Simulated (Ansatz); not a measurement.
Relaxed PbS (rock salt):

```
PbS
1.0
    0.00000     3.00445     3.00445
    3.00445     0.00000     3.00445
    3.00445     3.00445     0.00000
S Pb
1 1
Direct
  0.00000   0.00000   0.00000
  0.50000   0.50000   0.50000
```

In this cell atom 2 (Pb, nearest neighbour S at 3.004 Å; its periodic images, 4.2 Å or more away, move with it) is moved by u·(0.707, 0.707, 0.000) + v·(0.000, 0.000, 1.000); the rest is frozen.

Level of theory: PBE (plane waves to 420 eV, PAW, scalar-relativistic; Ansatz, a program for electronic structure). k mesh 8×8×8 (Γ-centred), Fermi-Dirac smearing 0.05 eV. Energies are smeared free energies. PbS was relaxed with its symmetry unable to fall. Spin-orbit coupling is left out, though Pb is heavy.

Changes of ΔE (eV/cell) from the point u = 0.000 Å, v = 0.000 Å when one coordinate moves alone (two changes are said to add if the coupling is within 5 % of the smaller one, nearly so within 20 %):

```json
[
 {"point": "u = 0.000 Å, v = -0.450 Å", "change": "0.13234"},
 {"point": "u = 0.000 Å, v = -0.225 Å", "change": "0.01162"},
 {"point": "u = -0.450 Å, v = 0.000 Å", "change": "0.09836"},
 {"point": "u = -0.225 Å, v = 0.000 Å", "change": "0.01013"},
 {"point": "u = 0.225 Å, v = 0.000 Å", "change": "0.01013"},
 {"point": "u = 0.450 Å, v = 0.000 Å", "change": "0.09836"},
 {"point": "u = 0.000 Å, v = 0.225 Å", "change": "0.01162"},
 {"point": "u = 0.000 Å, v = 0.450 Å", "change": "0.13234"}
]
```

Q: Do the two effects add at u = -0.450 Å, v = 0.450 Å? Give the computed change.

A: The sum of the single changes is 0.09836 + (0.13234) = 0.23070; the calculation gives 0.26811, so the coupling contributes 0.03741 (over 20 % of the smaller single change, not additive).

Q: Do the two effects add at u = 0.225 Å, v = 0.225 Å? Give the computed change.

A: The sum of the single changes is 0.01013 + (0.01162) = 0.02175; the calculation gives 0.02904, so the coupling contributes 0.00729 (over 20 % of the smaller single change, not additive).

Q: What is the change at u = 0.225 Å, v = -0.450 Å, where both move, and how far is it from the sum?

A: The sum of the single changes is 0.01013 + (0.13234) = 0.14247; the calculation gives 0.16035, so the coupling contributes 0.01788 (over 20 % of the smaller single change, not additive).

(For displaced atoms, the force is minus the slope of the energy, and its curvature is a force constant, which sets phonon frequencies.)
